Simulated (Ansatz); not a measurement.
Relaxation of a generated cell, PtSe2 placed in the baddeleyite structure type; 12 atoms in the cell, which starts as P2₁/c (No. 14), mP12; a = 6.4395 Å, b = 6.5159 Å, c = 6.6481 Å, α = γ = 90.00°, β = 99.23°. Calculation: r2SCAN (plane waves to 500 eV, PAW, scalar-relativistic; Ansatz, an electronic-structure program). Γ-centred k-mesh 3×3×3 on the run's cell (coarser than for final values), Fermi–Dirac smearing 0.05 eV. This is the first round of the run. 

The optimiser's lines from the output (shortened; P is positive under compression):

```
relax step   1: F+E_penalty+E_count = -93971.01875934 eV  Δ(F+E_penalty+E_count) = +0.000e0 eV  max|allowed force component| = 6.837e-1 eV/Å  Δτ_max = 0.0000 Å  P = -7.750 GPa  Ω = 275.340 Å³  (7 SCF iters, dr2 threshold 1.00e-7 eV, accepted)
relax step   2: F+E_penalty+E_count = -93971.79721103 eV  Δ(F+E_penalty+E_count) = -7.785e-1 eV  max|allowed force component| = 4.049e-1 eV/Å  Δτ_max = 0.0944 Å  P = +6.105 GPa  Ω = 242.026 Å³  (7 SCF iters, dr2 threshold 1.20e-6 eV, accepted)
relax step   3: F+E_penalty+E_count = -93972.06135213 eV  Δ(F+E_penalty+E_count) = -2.641e-1 eV  max|allowed force component| = 2.226e-1 eV/Å  Δτ_max = 0.0562 Å  P = -0.745 GPa  Ω = 254.065 Å³  (7 SCF iters, dr2 threshold 1.20e-6 eV, accepted)
relax step   4: F+E_penalty+E_count = -93972.14648336 eV  Δ(F+E_penalty+E_count) = -8.513e-2 eV  max|allowed force component| = 1.986e-1 eV/Å  Δτ_max = 0.2000 Å  P = -0.469 GPa  Ω = 251.145 Å³  (7 SCF iters, dr2 threshold 1.20e-6 eV, accepted)
relax step   5: F+E_penalty+E_count = -93972.17653734 eV  Δ(F+E_penalty+E_count) = -3.005e-2 eV  max|allowed force component| = 1.464e-1 eV/Å  Δτ_max = 0.0331 Å  P = +0.204 GPa  Ω = 249.799 Å³  (6 SCF iters, dr2 threshold 1.20e-6 eV, accepted)
relax step   6: F+E_penalty+E_count = -93972.19508768 eV  Δ(F+E_penalty+E_count) = -1.855e-2 eV  max|allowed force component| = 2.219e-1 eV/Å  Δτ_max = 0.0282 Å  P = +0.180 GPa  Ω = 249.594 Å³  (6 SCF iters, dr2 threshold 1.20e-6 eV, accepted)
relax step   7: F+E_penalty+E_count = -93972.25634455 eV  Δ(F+E_penalty+E_count) = -6.126e-2 eV  max|allowed force component| = 4.140e-1 eV/Å  Δτ_max = 0.1121 Å  P = +0.086 GPa  Ω = 249.972 Å³  (7 SCF iters, dr2 threshold 1.20e-6 eV, accepted)
relax step   8: F+E_penalty+E_count = -93972.37367719 eV  Δ(F+E_penalty+E_count) = -1.173e-1 eV  max|allowed force component| = 7.018e-1 eV/Å  Δτ_max = 0.1959 Å  P = +0.512 GPa  Ω = 250.462 Å³  (7 SCF iters, dr2 threshold 1.20e-6 eV, accepted)
relax step   9: F+E_penalty+E_count = -93972.69166316 eV  Δ(F+E_penalty+E_count) = -3.180e-1 eV  max|allowed force component| = 8.329e-1 eV/Å  Δτ_max = 0.1935 Å  P = -0.683 GPa  Ω = 254.156 Å³  (8 SCF iters, dr2 threshold 1.20e-6 eV, accepted)
relax step  10: F+E_penalty+E_count = -93973.49991306 eV  Δ(F+E_penalty+E_count) = -8.082e-1 eV  max|allowed force component| = 5.484e-1 eV/Å  Δτ_max = 0.2000 Å  P = -1.889 GPa  Ω = 256.085 Å³  (8 SCF iters, dr2 threshold 1.20e-6 eV, accepted)
relax step  11: F+E_penalty+E_count = -93974.04161134 eV  Δ(F+E_penalty+E_count) = -5.417e-1 eV  max|allowed force component| = 4.816e-1 eV/Å  Δτ_max = 0.1935 Å  P = +1.366 GPa  Ω = 250.238 Å³  (8 SCF iters, dr2 threshold 1.20e-6 eV, accepted)
relax step  12: F+E_penalty+E_count = -93974.18294393 eV  Δ(F+E_penalty+E_count) = -1.413e-1 eV  max|allowed force component| = 5.633e-1 eV/Å  Δτ_max = 0.1905 Å  P = +0.206 GPa  Ω = 250.548 Å³  (8 SCF iters, dr2 threshold 1.20e-6 eV, accepted)
relax step  13: F+E_penalty+E_count = -93974.29203504 eV  Δ(F+E_penalty+E_count) = -1.091e-1 eV  max|allowed force component| = 3.860e-1 eV/Å  Δτ_max = 0.1674 Å  P = -0.700 GPa  Ω = 251.832 Å³  (8 SCF iters, dr2 threshold 1.20e-6 eV, accepted)
relax step  14: F+E_penalty+E_count = -93974.63614198 eV  Δ(F+E_penalty+E_count) = -3.441e-1 eV  max|allowed force component| = 3.880e-1 eV/Å  Δτ_max = 0.1840 Å  P = +0.043 GPa  Ω = 250.138 Å³  (8 SCF iters, dr2 threshold 1.20e-6 eV, accepted)
relax step  15: F+E_penalty+E_count = -93974.93023232 eV  Δ(F+E_penalty+E_count) = -2.941e-1 eV  max|allowed force component| = 1.223e-1 eV/Å  Δτ_max = 0.2000 Å  P = +0.290 GPa  Ω = 251.274 Å³  (7 SCF iters, dr2 threshold 1.20e-6 eV, accepted)
relax step  16: F+E_penalty+E_count = -93974.95685507 eV  Δ(F+E_penalty+E_count) = -2.662e-2 eV  max|allowed force component| = 1.123e-1 eV/Å  Δτ_max = 0.0612 Å  P = -0.423 GPa  Ω = 254.124 Å³  (7 SCF iters, dr2 threshold 1.20e-6 eV, accepted)
relax step  17: F+E_penalty+E_count = -93974.97423223 eV  Δ(F+E_penalty+E_count) = -1.738e-2 eV  max|allowed force component| = 6.919e-2 eV/Å  Δτ_max = 0.0426 Å  P = +0.380 GPa  Ω = 251.097 Å³  (6 SCF iters, dr2 threshold 1.20e-6 eV, accepted)
relax step  18: F+E_penalty+E_count = -93974.97500388 eV  Δ(F+E_penalty+E_count) = -7.717e-4 eV  max|allowed force component| = 5.045e-2 eV/Å  Δτ_max = 0.0394 Å  P = -0.323 GPa  Ω = 253.010 Å³  (6 SCF iters, dr2 threshold 5.41e-7 eV, accepted)
relax step  19: F+E_penalty+E_count = -93974.98007096 eV  Δ(F+E_penalty+E_count) = -5.067e-3 eV  max|allowed force component| = 3.438e-2 eV/Å  Δτ_max = 0.0157 Å  P = +0.125 GPa  Ω = 252.041 Å³  (5 SCF iters, dr2 threshold 7.11e-7 eV, accepted)
relax step  20: F+E_penalty+E_count = -93974.98099883 eV  Δ(F+E_penalty+E_count) = -9.279e-4 eV  max|allowed force component| = 3.111e-3 eV/Å  Δτ_max = 0.0097 Å  P = -0.096 GPa  Ω = 252.418 Å³  (6 SCF iters, dr2 threshold 8.98e-8 eV, accepted)
relax step  21: F+E_penalty+E_count = -93974.98118189 eV  Δ(F+E_penalty+E_count) = -1.831e-4 eV  max|allowed force component| = 1.581e-3 eV/Å  Δτ_max = 0.0031 Å  P = -0.002 GPa  Ω = 252.230 Å³  (5 SCF iters, dr2 threshold 6.06e-8 eV, accepted)
relax step  22: F+E_penalty+E_count = -93974.98120739 eV  Δ(F+E_penalty+E_count) = -2.550e-5 eV  max|allowed force component| = 7.512e-4 eV/Å  Δτ_max = 0.0020 Å  P = +0.012 GPa  Ω = 252.206 Å³  (7 SCF iters, accepted)
relax step  23: F+E_penalty+E_count = -93974.98121989 eV  Δ(F+E_penalty+E_count) = -1.250e-5 eV  max|allowed force component| = 2.229e-4 eV/Å  Δτ_max = 0.0020 Å  P = +0.000 GPa  Ω = 252.229 Å³  (6 SCF iters, dr2 threshold 1.60e-9 eV, accepted)
relax step  24: F+E_penalty+E_count = -93974.98122449 eV  Δ(F+E_penalty+E_count) = -4.592e-6 eV  max|allowed force component| = 4.290e-4 eV/Å  Δτ_max = 0.0021 Å  P = -0.002 GPa  Ω = 252.232 Å³  (8 SCF iters, accepted)
relax step  25: F+E_penalty+E_count = -93974.98094697 eV  Δ(F+E_penalty+E_count) = +2.775e-4 eV  max|allowed force component| = 4.668e-4 eV/Å  Δτ_max = 0.0000 Å  P = -0.004 GPa  Ω = 252.232 Å³  stress off target by 1.37e-2 GPa  SCF on the basis re-selected at this cell (its energy is not comparable with the rows above)  (6 SCF iters)
```

From the first to the last row the energy changes by -0.33 eV/atom and the volume by -8.4 %. The last row is marked as not comparable with the walk above it, whose basis was carried along; it does compare with step 1, since both stand on a basis selected at the nominal cutoff for their own cell.

Later rounds, restarted from the end of this one on a renewed k-mesh, logged 7 more steps and released under 0.01 eV/atom more. The final structure after all rounds: Pnnm (No. 58), oP6, AFLOW prototype AB2_oP6_58_a_g (as in Fe2C); a = 5.5355 Å, b = 5.9057 Å, c = 3.8564 Å, α = β = γ = 90.00°. Between re-selections the logged energies stand on a plane-wave basis carried along with the cell. No spin polarisation in the result.

The run could not lose the symmetry of its start, so the end can be a saddle point.

The relaxed structure here is a generated cell of PtSe2: the first start was made by placing the elements on the sites of a structure type, and the end was not matched to a known phase here, so it may be hypothetical. Known forms of PtSe2 include space group No. 164.
